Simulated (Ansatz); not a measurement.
WC (rock salt, Fm-3m), DFT-LDA in the program Ansatz with PAW potentials, all energies at zero smearing, with the estimated change up to a 700 eV cutoff added, with one set of potentials and settings (totals compare only within such a set). Cell of 2 atoms (1 W, 1 C): -10372.441 eV.

```tsv
element	reference phase	E (eV/atom)
W	Im-3m, 1 atoms in the cell	-10129.8416
C	Fd-3m, 2 atoms in the cell	-242.9976
```

Formation energy per atom, worked out: (-10372.441 − 1×(-10129.8416) − 1×(-242.9976))/2 = 0.199 eV/atom (19 kJ per mol of atoms), at 0 K, without zero-point energy or fitted corrections.

The first step of the workflow began from a Materials Project structure, measured or hypothetical; the Crystallography Open Database copy checked does not list it. It is not the phase usual at ambient conditions (space group No. 187). The cell was relaxed with LDA under the symmetry of its start; of distortions, only those at the zone centre were tested. No spin polarisation was allowed. Its formation energy is positive at this level, so the cell may be metastable or incomplete. The references are the lowest solids computed at this level, not always the standard phases. Scalar-relativistic: spin–orbit coupling is off unless named, which matters more the heavier the elements.

Potentials: the later of the program's two PAW sets.
